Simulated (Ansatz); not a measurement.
A 6-atom cell of MoTe2 (P6_3/mmc) from a materials database, relaxed with r2SCAN+rVV10 in the plane-wave code Ansatz. It is hexagonal, P6_3/mmc (No. 194); a = 3.542 Å, c = 14.176 Å in the conventional setting, 25.67 Å³ an atom. Around Te lie 3 Mo at 2.72 Å; around Mo lie 6 Te at 2.72 Å.

The axes x, y and z are those of this cell:
```
CELL_PARAMETERS angstrom
3.54213 0.00000 0.00000
-1.77107 3.06758 0.00000
0.00000 0.00000 14.17628
ATOMIC_POSITIONS crystal
Te 0.33333 0.66667 0.12340
Te 0.66667 0.33333 0.62342
Te 0.66667 0.33333 0.87660
Te 0.33333 0.66667 0.37658
Mo 0.33333 0.66667 0.75001
Mo 0.66667 0.33333 0.24999
```

Unstrained: The PBE gap is indirect, 0.772 eV (Γ to Γ–K (0.59 of the way from Γ)), below the direct gap of 1.002 eV at K. r2SCAN gives an indirect gap of 0.884 eV, from Γ to Γ–K (0.59 of the way from Γ); the least direct gap is 1.084 eV at K. The HSE06 gap is indirect, 1.186 eV (Γ to Γ–K (0.59 of the way from Γ)), below the direct gap of 1.409 eV at K. Meshes: PBE 12×12×2, r2SCAN 12×12×2, HSE06 6×6×2. Strains are changes of length per length. After each strain the atoms were relaxed again with r2SCAN+rVV10 within the symmetry that the strain leaves, so tilts or polar shifts that break it weren't tested; points keep the names that they have in the unstrained zone. The values are computed, spin-unpolarised, and not measurements.

Q: Apply isotropic +0.37 % on every length. How far does the gap move, against the unstrained cell?

A: PBE: the gap goes from 0.772 to 0.783 eV (+0.011 eV). r2SCAN: the gap goes from 0.884 to 0.894 eV (+0.010 eV). HSE06: the gap goes from 1.186 to 1.200 eV (+0.014 eV).

Q: Estimate what uniaxial +4.93 % along z, other directions held does to the gap.

A: PBE: the gap goes from 0.772 to 0.928 eV (+0.156 eV); the edges go from Γ → Γ–K (0.59) to K → Γ–K (0.59). r2SCAN: the gap goes from 0.884 to 1.030 eV (+0.146 eV); the edges go from Γ → Γ–K (0.59) to K → Γ–K (0.59). HSE06: the gap goes from 1.186 to 1.333 eV (+0.147 eV); the edges go from Γ → Γ–K (0.59) to K → Γ–K (0.59).

No spin-orbit coupling is included; it can move band edges with weight on the heavy atoms by tenths of an eV.

Where an edge lies off the special points, it is a point of the mesh or the k point where a search put PBE's edge or least direct gap, reused for the other functionals, whose own edges may lie a little apart.

The meshes of the hybrids are coarse, so their gaps aren't converged to the digits shown.
